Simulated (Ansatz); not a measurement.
Zr in space group P6/mmm (No. 191; Zr on 1a, Zr on 2d) under volume change, DFT-r²SCAN in the program Ansatz with PAW potentials, shape and atoms relaxed at each volume.

```
V (Å³/atom)  E − E(relaxed) (meV/atom)  P (GPa)
-----------  -------------------------  -------
21.057                            65.1    10.74
21.752                            27.6     6.66
22.446                             6.6     3.11
23.140                             0.0     0.00
23.834                             6.1    -2.73
24.528                            23.2    -5.13
25.223                            50.1    -7.23
```

Problem. What does a third-order Birch–Murnaghan fit give for V₀, B₀ and B′?

Solution. V₀ = 23.14 Å³/atom, B₀ = 97.1 GPa, B′ = 3.4.

This is a known high-pressure phase of the composition, computed here at zero pressure and temperature. The r²SCAN relaxation kept the symmetry of its start; its stability against distortions is not shown here. No spin polarisation was allowed.

Potentials: the earlier of the program's two PAW sets.
